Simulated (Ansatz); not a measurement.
CaC₂:
Space group C2/m (No. 12); a = 5.490 Å, b = 5.461 Å, c = 4.060 Å, α = γ = 90.00°, β = 128.24°

| atom | site | symmetry | x | y | z |
|---|---|---|---|---|---|
| Ca | 2a | 2/m | 0.0000 | 0.0000 | 0.0000 |
| C | 4i | m | 0.1055 | 0.5000 | 0.1941 |
(The calculation used a cell of 3 atoms; values per cell refer to that cell.)

Relaxed with r²SCAN.

### Question
Tabulate the valence density and the electron localisation function along the shortest Ca–C contact (2.57 Å), r²SCAN in the plane-wave PAW code Ansatz.

### Answer


| distance from Ca (Å) | density (e/Å³) | ELF |
|---|---|---|
| 0.26 | 6.12 | 0.80 |
| 0.39 | 5.08 | 0.85 |
| 0.51 | 3.69 | 0.87 |
| 0.64 | 2.32 | 0.85 |
| 0.77 | 1.28 | 0.79 |
| 0.90 | 0.66 | 0.55 |
| 1.03 | 0.35 | 0.20 |
| 1.16 | 0.23 | 0.09 |
| 1.29 | 0.23 | 0.18 |
| 1.42 | 0.28 | 0.57 |
| 1.54 | 0.38 | 0.88 |
| 1.67 | 0.56 | 0.95 |
| 1.80 | 0.82 | 0.96 |
| 1.93 | 1.20 | 0.96 |
| 2.06 | 1.64 | 0.93 |
| 2.19 | 2.00 | 0.83 |
| 2.32 | 2.05 | 0.49 |

The density is the valence pseudo-density with augmentation charge, so density and ELF within about 1 Å of a nucleus are not all-electron values.

The first step of the workflow began from a Materials Project structure, measured or hypothetical; the Crystallography Open Database copy checked does not list it. COD files the formula under space group No. 2. Its standing as an ambient phase is unchecked. The r²SCAN relaxation kept the symmetry of its start; whether a distortion lowers the energy is not shown.

Potentials: the later of the program's two PAW sets.
